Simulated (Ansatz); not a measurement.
# Profile along the Sn–O line in SnO (litharge type, space group P4/nmm)

SnO (litharge type, space group P4/nmm)

```
CELL_PARAMETERS angstrom
      3.83710     0.00000     0.00000
      0.00000     3.83710     0.00000
      0.00000     0.00000     4.75861
ATOMIC_POSITIONS crystal
  Sn 0.50000 0.00000 0.24344
  Sn 0.00000 0.50000 0.75656
  O  0.00000 0.00000 0.00000
  O  0.50000 0.50000 0.00000
```

Fields along a shortest Sn–O line of a (010) plane (2.24 Å), from Sn to O, interpolated on the slice's grid (step about 0.2 Å). Computed with PBE-D3(BJ) (plane waves to 420 eV, PAW, scalar-relativistic; Ansatz, a program for electronic structure). k mesh 12×12×10. These are valence fields of a PAW run, semicore shells included where kept as valence: close to a nucleus they are smooth pseudo fields. At this level the bands of SnO touch or barely overlap; measurements give the solid a gap. SnO was relaxed with its symmetry unable to fall.

```
distance from Sn (Å)  valence electron density (e/Å³)  electron localisation function
--------------------  -------------------------------  ------------------------------
0.00                                            15.71                               x
0.11                                            15.64                               x
0.22                                            13.05                               x
0.34                                             9.72                               x
0.45                                             6.53                            0.04
0.56                                             4.02                            0.11
0.67                                             2.32                            0.19
0.78                                             1.30                            0.23
0.90                                             0.77                            0.21
1.01                                             0.53                            0.18
1.12                                             0.46                            0.21
1.23                                             0.49                            0.36
1.34                                             0.64                            0.57
1.46                                             0.92                            0.75
1.57                                             1.45                            0.83
1.68                                             2.39                            0.83
1.79                                             3.80                            0.79
1.90                                             5.37                               x
2.02                                             6.66                               x
2.13                                             7.44                               x
2.24                                             7.68                               x
```

x: too close to a nucleus for the ELF to mean much.

Density on the Sn–O line (2.24 Å) at its midpoint: 0.46 e/Å³. ELF at that point: 0.2.
